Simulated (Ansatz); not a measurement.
Crystals of one structure type (rock salt) and one family of elements, relaxed and computed with r²SCAN in the plane-wave PAW code Ansatz.

```
crystal  V (Å³/atom)  gap (eV)
-------  -----------  --------
LiF             7.94     10.33
NaF            12.12         ?
KF             18.80      6.91
NaCl           22.04      5.97
KCl            31.15      5.83
RbBr           41.53      4.89
KI             44.58      4.58
```

Fit a straight line to E_g against V and predict the withheld value.

Least squares on the 6 shown rows: E_g = -0.135 × V + (10.154), with a scatter of 0.80. For NaF this gives 8.52. The run itself gave 7.28, outside the scatter: the line misses something about this case.

All cells were relaxed under the symmetry of their starts (and spin orders); stability against distortions was not tested throughout. Scalar-relativistic: spin–orbit coupling is off unless named, which matters more the heavier the elements.

Potentials: the later of the program's two PAW sets.
